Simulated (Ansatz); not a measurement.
**CoB₃W₃: reading a single point**

```xyz
14
Lattice="1.5828 4.2012 0.0000 1.5828 -4.2012 0.0000 0.0000 0.0000 -10.7029" Properties=species:S:1:pos:R:3 pbc="T T T"
W     1.5828   -2.4358   -9.5641
W     1.5828    2.4358   -4.2127
W     1.5828    2.4358   -1.1388
W     1.5828   -2.4358   -6.4903
B     1.5828    3.4206   -9.4871
B     1.5828   -3.4206   -4.1356
B     1.5828   -3.4206   -1.2159
B     1.5828    3.4206   -6.5673
W     1.5828    0.0000   -8.0272
W     1.5828    0.0000   -2.6757
B     1.5828    2.4812   -8.0272
B     1.5828   -2.4812   -2.6757
Co    1.5828    0.0000    0.0000
Co    1.5828    0.0000   -5.3515
```

The numbers come from plane-wave PAW DFT (Ansatz): r2SCAN, no spin polarisation, 500 eV, 8×8×3 Γ-centred k points, fermi-dirac occupations (width 0.141 eV). Nothing was relaxed.

(1) How is the charge shared?

(2) Is the cell too large or too small?

(3) Is there a gap?

(4) Where is the largest force?

Origin: a database entry at a rescaled volume. Caveats: no spin polarisation, so a magnetic state may lie lower; forces this large suggest misplaced atoms in the database entry; atoms or cell far from equilibrium.

Answers

(1) Bader charges in e: Co -0.21, B -0.79, W +0.86. In the mean W gives up most and B takes most, against the order of Pauling's electronegativities.

(2) The pressure is 3.7 GPa (compression positive), so with the atoms held at these fractions the cell would first expand; the forces are large, so a full relaxation may end otherwise. The principal stresses 0.7, 4.5, 5.9 GPa differ, so its shape would change too.

(3) It is a metal, with about 5.7 states/eV a cell as the mean within 0.25 eV of the Fermi level, mostly W d (52 %) and Co d (35 %).

(4) The largest is on B6 (and as large on other atoms): 2.28 eV/Å, components (0.00, -0.95, -2.07). It makes 172° with the line to a nearest neighbour, B12 at 1.74 Å, pointing away from it.
